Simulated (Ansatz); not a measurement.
### Question
Name crystals whose computed values (DFT-PBE in the program Ansatz with PAW potentials) fall in these windows: gap (eV) 0.99 to 1.4; electron conductivity mass (mₑ) 0.072 to 0.11; B₀ by P(V) fit (GPa) 46 to 61.

### Answer


| crystal | gap (eV) | electron conductivity mass (mₑ) | B₀ by P(V) fit (GPa) |
|---|---|---|---|
| ZnSe, zinc blende | 1.15 | 0.090 | 56.6 |
Others may fit too.

The cell was relaxed under the symmetry of its start. Scalar-relativistic: spin–orbit coupling is off unless named, which matters more the heavier the elements.

Potentials: the later of the program's two PAW sets.
